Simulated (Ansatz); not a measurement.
The numbers come from plane-wave PAW DFT (Ansatz): PBE, spin-orbit coupling, 420 eV, 7×7×5 Γ-centred k points, fermi-dirac occupations (width 0.1 eV). Nothing was relaxed.

Computed maps in the lattice plane spanned by a (left to right, 4.36 Å, 13 points from zero) and b (bottom to top, 4.36 Å, 13 points from zero), 90° apart, at height 0.000 along c. The fields are smooth PAW ones with compensation charges, not the true ones near nuclei.

Valence density. Digits on a logarithmic scale: 0 up to 0.03 e/Å³, each further digit a factor of 1.6, 9 from 1.3 e/Å³ up:
```
4579865444444
5799996433334
5999996433334
5899996433334
4699975443334
4566654444444
4444444456665
4433344579996
5433334699998
5433334699999
5433334699997
4444444568975
4455544445554
```

Question: The cell is LaFeAs. Which atoms lie within 0.2 Å of this plane, and where (fractions of a and b)?

Answer: Fe at (0.75, 0.25), Fe at (0.25, 0.75). The whole cell:
```xyz
6
Lattice="4.3562 0.0000 0.0000 0.0000 4.3562 0.0000 0.0000 0.0000 7.3013" Properties=species:S:1:pos:R:3 pbc="T T T"
As    1.0891    1.0891    1.7250
As    3.2672    3.2672    5.5763
Fe    3.2672    1.0891    0.0000
Fe    1.0891    3.2672    0.0000
La    1.0891    1.0891    4.7824
La    3.2672    3.2672    2.5190
```

The state carries no moments; the state need not be the lowest.

Origin: a known structure type with other elements, at an estimated volume, so it need not be a known compound. Caveats: started without moments under time reversal, so no moment could form; atoms or cell far from equilibrium; f levels without a U or exact exchange are poorly placed.
